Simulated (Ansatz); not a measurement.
Fermi surface of HgPd (P4/mmm)

```
Hg Pd
1.0
     2.98669    0.00000    0.00000
     0.00000    2.98669    0.00000
     0.00000    0.00000    3.68613
Hg Pd
1 1
Direct
  0.00000 0.00000 0.00000
  0.50000 0.50000 0.50000
```

Unless marked otherwise, the numbers come from LDA, all-electron LAPW in Ansatz 0.2.0, with spin-orbit coupling. k mesh 10×10×10, fine mesh 14×14×12, Fermi-Dirac smearing of 0.080 eV, basis error target 1 meV/atom. The cell was relaxed by PAW under this functional.

Levels and slopes are solved on a 14×14×12 mesh, and each state is taken as quadratic over its cell.

**Question.** What is the density of states at the Fermi level, and which bare Sommerfeld coefficient follows?

**Answer.** N(E_F) = 0.243 states/eV/atom (both spins), so γ = (π²/3) k_B² N(E_F) = 0.573 mJ/(mol-atom K²) without electron-phonon or spin-fluctuation enhancement.

**Question.** What Drude plasma energy and σ/τ do the band velocities give?

**Answer.** (ħω_p,α)² = (e²/ε₀VN_k) Σ_nkσ (∂E/∂k_α)² δ(E − E_F) gives ħω_p = (5.87, 5.87, 8.05) eV along x, y, z, and σ/τ = ε₀ω_p² = 7.04×10²⁰ Ω⁻¹m⁻¹s⁻¹ along x. Weighted by the density of states, the mean Fermi speed is 1.04×10⁶ m/s; the surface has an area of 12.5 Å⁻² for each spin direction.

**Question.** Which bands cross the Fermi level, and what do they carry?

**Answer.** 

| band | filled part | N (states/eV/cell) | speed (10⁶ m/s) | 5th to 95th percentile | area (Å⁻²) | filling |
| --- | --- | --- | --- | --- | --- | --- |
| 1 | 0.85 | 0.108 | 1.05 | 0.74 to 1.27 | 5.65 | partly filled |
| 2 | 0.85 | 0.108 | 1.05 | 0.74 to 1.27 | 5.65 | partly filled |
| 3 | 0.15 | 0.135 | 1.03 | 0.31 to 1.43 | 6.88 | partly filled |
| 4 | 0.15 | 0.135 | 1.03 | 0.31 to 1.43 | 6.88 | partly filled |

**Question.** What does PAW give for the same cell?

**Answer.** N(E_F) = 0.243 states/eV/atom and ħω_p,x = 5.87 eV.

**Question.** And without spin-orbit coupling?

**Answer.** N(E_F) = 0.245 states/eV/atom and ħω_p,x = 6.02 eV, on a 20×20×16 mesh.

Keep in mind: these sums move with the mesh, by several per cent and more for small sheets; the frozen-core PAW files of the compared runs were fitted under PBE, their cores solved anew for this functional.
